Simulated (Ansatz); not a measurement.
# HfPb, a known structure type with other elements, at an estimated volume

```
Hf Pb
1.0
     0.00000    4.30779    0.00000
     4.30779    0.00000    0.00000
     2.15389    2.15389   -5.34943
Hf Pb
2 2
Direct
  0.00000 0.00000 0.00000
  0.75000 0.25000 0.50000
  0.50000 0.50000 0.00000
  0.25000 0.75000 0.50000
```

The numbers come from plane-wave PAW DFT (Ansatz): m-r2SCAN, no spin polarisation, 500 eV, 9×9×9 Γ-centred k points, fermi-dirac occupations (width 0.1 eV). Nothing was relaxed.

Formation energy: 0.07 eV an atom against the elements' usual phases (free molecules for gases, crystals otherwise, with no correction for O₂ or N₂), so at this geometry it isn't bound against them. Relaxing would lower it.
Contacts: Hf–Pb at 3.05 Å: least valence density 0.23 e/Å³ and ELF 0.21 there. Hf–Hf at 3.43 Å: least valence density 0.16 e/Å³ and ELF 0.41 there. Pb–Pb at 3.43 Å: least valence density 0.14 e/Å³ and ELF 0.19 there. Both are smooth PAW fields, read partly inside the augmentation spheres.
Charges: Bader charges in e: Hf +1.01, Pb -1.01. In the mean Hf gives up most and Pb takes most.
At the Fermi level: It is a metal, with about 3.3 states/eV a cell as the mean within 0.25 eV of the Fermi level, mostly Hf d (78 %).

Origin: a known structure type with other elements, at an estimated volume, so it need not be a known compound. Caveats: m-r2SCAN is r2SCAN with a changed spin dependence that lowers moments.
